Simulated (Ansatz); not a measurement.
## MgMn₂Se₄O₁₂ — quadrupolar parameters

The cell is a computed structure from the Materials Project (it need not be an observed phase), atoms as given.

```
CELL_PARAMETERS angstrom
5.21149 0.00000 0.00000
0.05510 6.59234 0.00000
0.62740 1.12588 8.26860
ATOMIC_POSITIONS crystal
Mg 0.50066 0.00009 0.49956
Mn 0.50012 0.50006 0.50003
Mn 0.99992 0.99998 0.00000
Se 0.47181 0.81043 0.17225
Se 0.98390 0.28173 0.32343
Se 0.01635 0.71829 0.67658
Se 0.52796 0.18950 0.82776
O 0.44594 0.43082 0.73327
O 0.10030 0.93987 0.74099
O 0.55395 0.56913 0.26677
O 0.89895 0.06020 0.25925
O 0.80278 0.24518 0.91552
O 0.75165 0.77601 0.56700
O 0.73785 0.26697 0.49183
O 0.69533 0.82746 0.00531
O 0.26253 0.73333 0.50826
O 0.30445 0.17246 0.99470
O 0.24861 0.22375 0.43291
O 0.19693 0.75474 0.08458
```

Atom numbers follow the list; atoms alike are taken as one site, whose name carries the number of the first.

Computed with Ansatz: DFT, PBE+U (U = 3.9 eV on Mn d), plane waves and PAW, scalar-relativistic, collinear spin, 420 eV cutoff, Γ-centred 4×3×3 k-points, Fermi–Dirac smearing 0.02 eV. Start moments as typed (μB): 0 4 -4 0 0 0 0 0 0 0 0 0 0 0 0 0 0 0 0 by atom.

Conventions: |V_zz| ≥ |V_yy| ≥ |V_xx|, η = (V_xx − V_yy)/V_zz, C_Q = eQV_zz/h. ν_Q = 3|C_Q|/[2I(2I − 1)].

25Mg: I = 5/2, Q = 199.4 mb; ⁵⁵Mn: I = 5/2, Q = 330.0 mb; O-17: I = 5/2, Q = -25.58 mb. Quadrupole moments are those of Pyykkö's year-2017 table.

Task: Which values are expected at the nuclei?

Result: 

| site | atoms (order as listed) | first shell | C_Q (MHz) | η | ν_Q (MHz) |
| --- | --- | --- | --- | --- | --- |
| Mg | 1 | 4 O at 2.02–2.15 Å; also 2 O at 2.77–2.79 Å | 19.6 | 0.53 | 2.95 |
| Mn2 | 2 | 6 O at 1.94–2.40 Å | 15.2 | 0.77 | 2.28 |
| Mn3 | 3 | 6 O at 1.95–2.28 Å | -12.1 | 0.71 | 1.82 |
| O8 | 8, 10 | 1 Se at 1.74 Å, 1 Mn at 1.94 Å, angle 121° | -8.23 | 0.50 | 1.23 |
| O9 | 9, 11 | 1 Se at 1.70 Å, 1 Mn at 2.28 Å, angle 122°; also 1 Mg at 2.79 Å | -8.66 | 0.32 | 1.30 |
| O12 | 12, 19 | 1 Se at 1.72 Å, 1 Mn at 1.99 Å, angle 114° | -8.45 | 0.59 | 1.27 |
| O13 | 13, 18 | 1 Se at 1.72 Å, 1 Mg at 2.02 Å, angle 144°; also 1 Mn at 2.40 Å | -8.13 | 0.35 | 1.22 |
| O14 | 14 | 1 Se at 1.83 Å, 1 Mn at 1.97 Å, 1 Mg at 2.15 Å | -7.25 | 0.71 | 1.09 |
| O15 | 15, 17 | 1 Se at 1.74 Å, 1 Mn at 1.95 Å, angle 119° | -8.37 | 0.50 | 1.26 |
| O16 | 16 | 1 Se at 1.83 Å, 1 Mn at 1.97 Å, 1 Mg at 2.15 Å | -7.25 | 0.71 | 1.09 |

At O8, O9, O12, O13 and O15 V_zz points along the shorter of its two bonds, to Se (within 12°) in each case. At O14 and O16 V_zz points along its shortest bond, to Se (within 7°) in each case.

Se has no stable isotope with a ground-state quadrupole moment in the table, so these sites are left out.

The largest force is 0.3 eV/Å, so the atoms aren't at the calculated equilibrium and relaxing them would move these values. Runs of this kind can end above the lowest electronic state. The magnetic order is the one that the run reached from its start moments, not necessarily the measured one; the program found signs of a lower order.

Hardware: 2 threads of Arm Neoverse V2 (aarch64; 32 cores open to the job, memory cap 5.0 GiB, no GPU), a shared host with a load of 0.9 a core. Wall time 3.3 min, CPU time 6.4 min, peak memory 1.4 GiB.
